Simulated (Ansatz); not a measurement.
**SrPt5 under pressure**

Theory: DFT r2SCAN, scalar-relativistic, plane waves, PAW (Ansatz). (500 eV cutoff, 12×12×8 k-mesh, Gaussian smearing of 0.10 eV, no spin polarisation)

Starting point, cell and atoms relaxed:

```xyz
6
Lattice="5.4464 0.0000 0.0000 -2.7232 4.7168 0.0000 0.0000 0.0000 4.3630" Properties=species:S:1:pos:R:3 pbc="T T T"
Sr    0.0000    0.0000    0.0000
Pt    2.7232    0.0000    2.1815
Pt    1.3616    2.3584    2.1815
Pt   -1.3616    2.3584    2.1815
Pt    0.0000    3.1445    0.0000
Pt    2.7232    1.5723    0.0000
```

Cell and atoms are relaxed at each pressure within the symmetry of the start, at zero temperature, so transitions that lower the symmetry aren't seen. The k-mesh given is that at zero pressure and may differ at others. a, b and c are the lengths of the cell vectors above. ΔH is E + PV over the energy at zero pressure.

Spin–orbit coupling is left out, which can shift energies with elements as heavy as these.

| P (GPa) | V (Å³/atom) | V/V0 | a (Å) | b (Å) | c (Å) | ΔH (eV/atom) |
| --- | --- | --- | --- | --- | --- | --- |
| -3 | 19.03 | 1.019 | 5.488 | 5.488 | 4.377 | -0.353 |
| 0 | 18.68 | 1.000 | 5.446 | 5.446 | 4.363 | 0.000 |
| 3 | 18.37 | 0.983 | 5.409 | 5.409 | 4.350 | 0.347 |

Cost: 3 runs of about 33 core-minutes in all, on Arm Neoverse N1 (shared hosts).